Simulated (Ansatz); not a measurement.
**Data sheet: MgO (DFT)**

MgO:
Space group Pm-3m (No. 221); a = b = c = 2.6335 Å, α = β = γ = 90.00°

```json
[
 {"atom": "Mg", "site": "1a", "symmetry": "m-3m", "x": "0.0000", "y": "0.0000", "z": "0.0000"},
 {"atom": "O", "site": "1b", "symmetry": "m-3m", "x": "0.5000", "y": "0.5000", "z": "0.5000"}
]
```

Space group Pm-3m (No. 221), CsCl type; conventional cell a = b = c = 2.6335 Å, α = β = γ = 90.00°.

Method: the program Ansatz at the PBEsol level (PAW). Structure relaxed to zero pressure with the same functional. Other levels are named where they apply.

**Cell and energy**

- Volume per atom: 9.13 Å³
- Density: 3.66 g/cm³
- Formation energy from the elements (no fitted shifts): -2.00 eV/atom

**Electronic structure**

- Band gap = 2.47 eV (indirect)
- Valence-band maximum = at M
- Conduction-band minimum = at Γ
- Smallest direct gap on the standard path = 3.49 eV
- Electron effective mass = 0.27 mₑ (isotropic)
- Hole effective mass = 0.48, 3.7, 3.7 mₑ (principal values)
- HSE06 gap on the PBEsol cell = 4.07 eV

**Mechanics**

Bulk modulus (Birch–Murnaghan fit): 147 GPa
Pressure derivative B′: 4.1
Elastic constants (relaxed ions, GPa): C11 = 580, C12 = -68.6, C44 = -55.3
Mechanical stability: unstable (C has a negative eigenvalue)

**Dielectric response**

- Electronic dielectric constant ε∞ (DFPT) = 3.78
- Static dielectric constant ε0 (ions relaxed, cell fixed) = 82.0
- Born charges (a third of the trace) = Mg +2.14, O -2.14 e

**Phonons**

* **Highest zone-centre frequency (without LO–TO term)**: 128 cm⁻¹
* **Zone-centre stability**: no imaginary mode at Γ
* **Dynamical stability on the path**: unstable, down to 330i cm⁻¹

This is a known high-pressure phase of the composition, computed here at zero pressure and temperature. The PBEsol relaxation kept the symmetry of its start. The references are the lowest solids computed at this level, not always the standard phases (solids in place of the gases).

Potentials: the earlier of the program's two PAW sets. The files were generated under PBE; for other functionals the program regenerates the frozen cores, and for LDA and PBEsol the local potential too.
